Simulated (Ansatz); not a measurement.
HfRh$_{3}$:
```yaml
crystal:
  lattice:
    - [-1.96538, 1.96538, 3.85854]
    - [1.96538, -1.96538, 3.85854]
    - [1.96538, 1.96538, -3.85854]
  atoms:
    - { symbol: Rh, position: [0.50000, 0.50000, 0.00000] }
    - { symbol: Rh, position: [0.75000, 0.25000, 0.50000] }
    - { symbol: Rh, position: [0.25000, 0.75000, 0.50000] }
    - { symbol: Hf, position: [0.00000, 0.00000, 0.00000] }
```

Relaxed with PBEsol. Special points in fractions of this cell's reciprocal vectors: Γ (0.000, 0.000, 0.000); X (0.000, 0.000, 0.500); P (0.250, 0.250, 0.250); N (0.000, 0.500, 0.000); M (0.500, 0.500, -0.500); S (0.315, 0.685, -0.315); S0 (-0.315, 0.315, 0.315); R (-0.130, 0.130, 0.500); G (0.500, 0.500, -0.130).

Task: List the band energies nearest the Fermi level at these points for plane-wave PAW PBEsol (Ansatz code).

Result: In eV from the Fermi level; about four levels below and three above (degenerate sets whole), none deeper than 8.9 eV; points with the same levels are listed once.

| k | below | above |
|---|---|---|
| Γ | -1.67 -1.67 -1.08 -0.80 -0.29 | 1.00 3.06 3.17 |
| X | -1.55 -1.36 -0.93 -0.47 | 0.14 1.04 1.21 |
| P | -1.03 -1.03 -0.74 -0.69 -0.01 | 2.47 2.47 3.09 3.09 |
| N | -1.85 -1.22 -1.03 -1.00 | 0.20 0.54 0.87 |
| M | -0.88 -0.25 -0.25 -0.11 | 0.30 1.00 3.44 3.44 |
| S | -1.16 -0.97 -0.67 -0.28 | 0.37 0.84 2.30 |
| R | -0.90 -0.45 -0.31 -0.26 | 0.24 0.65 2.94 |

Space group I4/mmm. The cell is a constructed one: a structure type filled with these elements; neither database checked (COD, Materials Project) lists it. COD files the formula under space group No. 221. Its standing as an ambient phase is unchecked. The PBEsol relaxation kept the symmetry of its start; its stability against distortions is not shown here. No spin polarisation was allowed. Spin–orbit coupling is left out wherever it is not named.

Potentials: the earlier of the program's two PAW sets. The files were generated under PBE; for other functionals the program regenerates the frozen cores, and for LDA and PBEsol the local potential too.
